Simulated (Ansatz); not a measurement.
The relaxed structure here is a generated cell of La2O3: the first start was made by placing the elements on the sites of a structure type, and the end was not matched to a known phase here, so it may be hypothetical. Known forms of La2O3 include space group No. 164.

A relaxed cell of La₂O₃ (R32 (No. 155)), relaxed on a k-mesh at least as fine as the one used below. Calculation: r2SCAN (plane waves to 500 eV, PAW, scalar-relativistic; Ansatz, a program for electronic structure). Γ-centred k-mesh 5×3×5 on the run's cell (coarser than for final values), Fermi–Dirac smearing 0.05 eV.

```xyz
10
Lattice="2.9944 1.7288 2.8834 -5.9888 3.4576 5.7668 0.0000 -3.4576 2.8834" Properties=species:S:1:pos:R:3 pbc="T T T"
O     -1.7369     0.0000     4.3251
O     -4.7314     1.7288     7.2085
O      0.8685    -1.5042     4.3251
O     -2.1259     0.2246     7.2085
O      0.8685     1.5042     4.3251
O     -2.1259     3.2331     7.2085
La     0.0000     0.0000     2.5081
La    -2.9944     1.7288     5.3915
La     0.0000     0.0000     6.1421
La    -2.9944     1.7288     9.0255
```

The atoms are displaced by (Å):

| atom | ux | uy | uz |
|---|---|---|---|
| O1 | 0.055 | 0.119 | -0.043 |
| O2 | 0.085 | 0.161 | -0.001 |
| O3 | -0.059 | 0.092 | 0.034 |
| O4 | 0.045 | -0.135 | -0.017 |
| O5 | 0.096 | -0.018 | 0.032 |
| O6 | -0.125 | -0.006 | -0.023 |
| La7 | 0.017 | 0.084 | -0.011 |
| La8 | -0.091 | -0.024 | -0.028 |
| La9 | -0.135 | -0.014 | -0.194 |
| La10 | 0.055 | 0.014 | -0.082 |

Problem. What forces (eV/Å) and pressure result?

Solution. 
| atom | Fx | Fy | Fz |
|---|---|---|---|
| O1 | -0.98 | 0.03 | -0.11 |
| O2 | -0.17 | -1.18 | -0.29 |
| O3 | 0.84 | -0.48 | -0.89 |
| O4 | -1.17 | 0.71 | 0.37 |
| O5 | -0.48 | 0.30 | -0.52 |
| O6 | 0.72 | 0.10 | 0.02 |
| La7 | -0.19 | -0.39 | -0.12 |
| La8 | 0.70 | 0.19 | -0.38 |
| La9 | 1.96 | 0.43 | 1.24 |
| La10 | -1.23 | 0.28 | 0.68 |

Pressure +2.3 GPa.

Problem. Estimate the energy cost of the displacement in the harmonic approximation and compare with the calculation.

Solution. For a harmonic well ΔE = −½ Σ F·u = 0.705 eV a cell, or 70 meV/atom. The calculated energy relative to the undisplaced cell is +0.070 eV/atom, so the harmonic estimate holds well.

No spin polarisation in the result.

The run that gave the undisplaced cell could not lose the symmetry of its start; a randomly shaken copy of 10 atoms returns to this structure.
